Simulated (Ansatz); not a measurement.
## Na₂TiF₆ — coordination and 23Na quadrupole coupling

Cell: a computed structure from the Materials Project (it need not be an observed phase), taken as it stands.

Space group P321 (No. 150); a = 9.1337, c = 5.0310 Å, γ = 120.00°.

```
site  Wyckoff  site symmetry       x       y       z
 Na1       3e            .2.  0.6283  0.0000  0.0000
 Na3       3f            .2.  0.2924  0.0000  0.5000
 Ti7       2d            3..  0.6667  0.3333  0.5032
 Ti9       1a            32.  0.0000  0.0000  0.0000
 F10       6g              1  0.4718  0.2483  0.2907
 F11       6g              1  0.1945  0.1110  0.7872
 F12       6g              1  0.4521  0.5917  0.2840
```

One atom of each set is listed.

Computed with Ansatz: DFT, PBE, plane waves and PAW, scalar-relativistic, 420 eV cutoff, Γ-centred 3×3×5 k-points, Fermi–Dirac smearing 0.02 eV.

Q(23Na) = 104.0 mb.

Question: Order the Na environments from the weakest to the strongest quadrupole coupling.
A. Na3: 6 F at 2.20–2.30 Å
B. Na1: 6 F at 2.27–2.36 Å

Answer: B (0.530 MHz, η = 0.34), A (1.03 MHz, η = 0.75).

Like point charges on the first shell alone (each adding as 1/d³) would give the same order.
